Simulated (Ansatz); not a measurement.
Sn:
```cif
data_Sn2
_chemical_formula_sum 'Sn2'
_space_group_name_H-M_alt 'P 1'
_space_group_IT_number 1
_cell_length_a 4.49129
_cell_length_b 4.49129
_cell_length_c 4.49129
_cell_angle_alpha 97.462
_cell_angle_beta 97.462
_cell_angle_gamma 137.753
loop_
_space_group_symop_operation_xyz
  'x, y, z'
loop_
_atom_site_label
_atom_site_type_symbol
_atom_site_fract_x
_atom_site_fract_y
_atom_site_fract_z
_atom_site_occupancy
Sn1 Sn 0.75000 0.25000 0.50000 1
Sn2 Sn 0.00000 0.00000 0.00000 1
```

Relaxed with PBE.

**Question.** Which orbitals make up the states near the Fermi level in the program Ansatz at the PBE level (PAW)?

**Answer.** Within 0.5 eV of the Fermi level: Sn 5p 83 %, Sn 5s 15 %. Projections are on Löwdin-orthogonalised atomic valence shells; empty p or d shells of many metals are not among them.

**Question.** Tabulate the density of states.

**Answer.** States/eV per cell of 2 atoms, in 0.25 eV bins, energy from the Fermi level.

| E (eV) | total | Sn 5p | Sn 5s |
|---|---|---|---|
| -7.85 | 0.74 | 0.25 | 0.49 |
| -7.60 | 0.83 | 0.26 | 0.56 |
| -7.35 | 0.96 | 0.27 | 0.68 |
| -7.10 | 1.00 | 0.27 | 0.72 |
| -6.85 | 1.15 | 0.28 | 0.86 |
| -6.60 | 1.01 | 0.24 | 0.77 |
| -6.35 | 0.58 | 0.18 | 0.39 |
| -6.10 | 0.53 | 0.17 | 0.35 |
| -5.85 | 0.54 | 0.18 | 0.36 |
| -5.60 | 0.57 | 0.19 | 0.38 |
| -5.35 | 0.69 | 0.24 | 0.44 |
| -5.10 | 0.61 | 0.23 | 0.38 |
| -4.85 | 0.44 | 0.15 | 0.29 |
| -4.60 | 0.36 | 0.12 | 0.23 |
| -4.35 | 0.39 | 0.19 | 0.20 |
| -4.10 | 0.41 | 0.24 | 0.17 |
| -3.85 | 0.43 | 0.28 | 0.15 |
| -3.60 | 0.69 | 0.55 | 0.13 |
| -3.35 | 0.93 | 0.78 | 0.14 |
| -3.10 | 0.98 | 0.83 | 0.14 |
| -2.85 | 0.94 | 0.79 | 0.14 |
| -2.60 | 0.93 | 0.79 | 0.13 |
| -2.35 | 0.95 | 0.82 | 0.12 |
| -2.10 | 0.99 | 0.87 | 0.11 |
| -1.85 | 1.11 | 0.99 | 0.11 |
| -1.60 | 1.23 | 1.10 | 0.12 |
| -1.35 | 1.41 | 1.27 | 0.12 |
| -1.10 | 1.38 | 1.25 | 0.11 |
| -0.85 | 1.21 | 1.08 | 0.11 |
| -0.60 | 1.12 | 0.98 | 0.12 |
| -0.35 | 1.03 | 0.87 | 0.14 |
| -0.10 | 0.99 | 0.83 | 0.14 |
| 0.15 | 1.00 | 0.81 | 0.16 |
| 0.40 | 1.01 | 0.81 | 0.17 |
| 0.65 | 1.02 | 0.80 | 0.18 |
| 0.90 | 1.06 | 0.82 | 0.20 |
| 1.15 | 1.00 | 0.77 | 0.18 |
| 1.40 | 0.91 | 0.71 | 0.16 |
| 1.65 | 1.01 | 0.79 | 0.18 |
| 1.90 | 1.07 | 0.83 | 0.18 |
| 2.15 | 1.05 | 0.82 | 0.17 |
| 2.40 | 1.12 | 0.88 | 0.16 |
| 2.65 | 1.22 | 0.96 | 0.15 |
| 2.90 | 1.16 | 0.89 | 0.12 |
| 3.15 | 1.22 | 0.91 | 0.12 |
| 3.40 | 1.33 | 0.97 | 0.11 |
| 3.65 | 1.43 | 1.04 | 0.11 |
| 3.90 | 1.68 | 1.25 | 0.11 |
| 4.15 | 1.75 | 1.30 | 0.11 |
| 4.40 | 1.59 | 1.18 | 0.10 |
| 4.65 | 1.41 | 1.05 | 0.08 |

Space group I4_1/amd (β-Sn type). The PBE relaxation kept the symmetry of its start. Scalar-relativistic: spin–orbit coupling is off unless named, which matters more the heavier the elements.

Potentials: the earlier of the program's two PAW sets.
